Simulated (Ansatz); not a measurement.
In₃Se: moving Se off its site

In₃Se, Pm-3m, a = 4.588 Å. The structure is a Materials Project entry; whether it is the stable form wasn't checked. Ansatz: PBEsol+D3(BJ), PAW, 420 eV, Γ-centred 10×10×10 mesh on 4 atoms, Gaussian smearing 0.15 eV; no spin polarisation.

```yaml
crystal:
  lattice:
    - [4.58785, 0.00000, 0.00000]
    - [0.00000, 4.58785, 0.00000]
    - [0.00000, 0.00000, 4.58785]
  atoms:
    - { symbol: In, position: [0.00000, 0.50000, 0.50000] }
    - { symbol: In, position: [0.50000, 0.00000, 0.50000] }
    - { symbol: In, position: [0.50000, 0.50000, 0.00000] }
    - { symbol: Se, position: [0.00000, 0.00000, 0.00000] }
```

Atom 4 (Se) moves by x along the unit vector (-1.000, 0.000, 0.000), with its periodic images; all else is held. y is the free energy of the cell over the start, F the force along the path summed over the moved atoms. Symmetry makes y even in x.

```
  x (Å) y (meV) F (eV/Å)
-0.3000    25.46      0.19
-0.1500     5.86      0.08
 0.0000     0.00      0.00
 0.0750     1.43     -0.04
 0.2250    13.64     -0.13
 0.2625        ?         ?
```

Fit y = c2 x² + c4 x⁴ to the energies of the other rows, give the force constant, and predict energy and force of the missing row.

Least squares on the rows shown. y = 252.45 x² + 338.05 x⁴. The force constant is 2 c2 = 0.505 eV/Å² (for all images moving together, not for a lone atom). The force −dy/dx at the missing row is -0.16 eV/Å (computed -0.16). At x = 0.2625 the fit asked for gives 19.00 meV. The run gave 18.98 meV, so the fit is 0.02 meV too high, a small miss on the scale of the series.

Spin polarisation was left out, and a magnetic state may lie lower.

Cost: 6 runs of about 1.6 core-minutes in all, on Intel Xeon 6975P-C (Granite Rapids) (shared hosts).